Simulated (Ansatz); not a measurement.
HfTc (CsCl type, Pm-3m), PBE (plane waves, PAW; program Ansatz), all energies at zero smearing, with the estimated change up to a 700 eV cutoff added, with one set of potentials and settings (totals compare only within such a set). Cell of 2 atoms (1 Hf, 1 Tc): -21120.286 eV.

```json
[
 {"element": "Hf", "reference phase": "P6_3/mmc, 2 atoms in the cell", "E (eV/atom)": "-15721.3637"},
 {"element": "Tc", "reference phase": "P6_3/mmc, 2 atoms in the cell", "E (eV/atom)": "-5398.0458"}
]
```

Formation energy per atom, worked out: (-21120.286 − 1×(-15721.3637) − 1×(-5398.0458))/2 = -0.438 eV/atom (-42 kJ per mol of atoms), at 0 K, without zero-point energy or fitted corrections.

The workflow started from an entry of the Crystallography Open Database (COD). Whether it is the stable phase at ambient conditions was not checked. The cell was relaxed with PBE under the symmetry of its start; whether a distortion lowers the energy is not shown. No spin polarisation was allowed. The references are the lowest solids computed at this level, not always the standard phases. Spin–orbit coupling is left out wherever it is not named.

Potentials: the later of the program's two PAW sets.
